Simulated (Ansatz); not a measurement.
These are results of Ansatz, DFT LDA, scalar-relativistic, plane waves, PAW, not measurements. Cutoff 420 eV, Γ-centred k meshes of 1000 to 4096 points, fixed occupations in insulators, in metals Fermi–Dirac smearing of 0.15 eV (Gaussian, 0.2 eV, where magnetic), spin where moments survive. Values of metals depend on mesh and smearing. Spin–orbit coupling is left out. Each crystal stands at its own equilibrium volume, in the symmetry named.

Q: Order these crystals by the shear modulus (Hill), lowest first.
A. BeCo (Pm-3m, 2 atoms in the cell, 8.2 Å³/atom, Be next to 8 Co)
B. Ta2Si (I4/mcm, 6 atoms in the cell, 15.5 Å³/atom, Si next to 2 Si and 8 Ta)
C. ScB2 (P6/mmm, 3 atoms in the cell, 9.6 Å³/atom, Sc next to 12 B)
D. ScCo (Pm-3m, 2 atoms in the cell, 14.0 Å³/atom, Co next to 8 Sc)

A: D (58 GPa), B (123 GPa), A (139 GPa), C (212 GPa).

Cost: 4 runs of about 38 core-minutes in all, on Arm Neoverse V1, Intel Xeon Platinum 8259CL (Skylake/Cascade Lake), Arm Neoverse V2 (shared hosts).